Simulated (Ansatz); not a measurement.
Relaxed Si (diamond):

```
Si
1.0
    0.00000     2.73494     2.73494
    2.73494     0.00000     2.73494
    2.73494     2.73494     0.00000
Si
2
Cartesian
  2.73494   2.73494   2.73494
  4.10241   4.10241   4.10241
```

In each cell atom 2 (Si, nearest neighbour Si at 2.369 Å; its periodic images, 3.9 Å or more away, move with it) moves by s·(1.000, 0.000, 0.000) (along Cartesian x), the rest being held.

The numbers are results of PBE (plane waves to 420 eV, PAW, scalar-relativistic; Ansatz, a first-principles code), not measurements. k mesh 8×8×8 (Γ-centred), Fermi-Dirac smearing 0.05 eV. E stands for the smeared free energy. As the smearing reaches across the gap at some points, energies and forces of such displacements shift with the k mesh and the smearing. F∥ is the force on the atom along that direction. Si was relaxed with its symmetry unable to fall. The PAW data are Ansatz's earlier set. The zero of ΔE is the undisplaced structure.

Estimate the ΔE (eV/cell) and F∥ (eV/Å) for s (Å) = -0.710, -0.568, -0.142, 0.284, 0.710.


| s (Å) | ΔE (eV/cell) | F∥ (eV/Å) |
|---|---|---|
| -0.710 | 2.448 | 5.108 |
| -0.568 | 1.724 | 4.991 |
| -0.142 | 0.129 | 1.790 |
| 0.284 | 0.491 | -3.284 |
| 0.710 | 2.448 | -5.108 |

(A displaced cell: forces are minus the slopes of the energy, force constants its curvatures, and phonons follow from these.)
